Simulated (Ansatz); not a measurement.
Method: DFT, r2SCAN, plane waves (500 eV) with PAW, scalar-relativistic in Ansatz 0.2.0. The PAW files were generated under PBE, with cores re-solved for the functional.

An element in the diamond structure gives this curve. The cell is scaled uniformly from the relaxed one, with fractional coordinates and shape fixed. Energies are extrapolated to zero smearing, pressures are those at the given smearing. Magnetic state: spin not included. Spin polarisation is off; a magnetic state may lie lower.

```
V (Å³/atom)  E − E₀ (meV/atom)  P (GPa)
     12.256              132.6    29.17
     12.813               53.7    17.25
     13.370               11.9     7.68
     13.927                0.0    -0.01
     14.484               12.2    -6.20
     15.042               43.6   -11.18
     15.599               90.7   -15.17
```

(1) Which element is it?
A. iron
B. beryllium
C. copper
D. silicon

Results:

(1) A. Its fit is V₀ = 13.90 Å³/atom, B₀ = 173 GPa, B₀′ = 4.4.
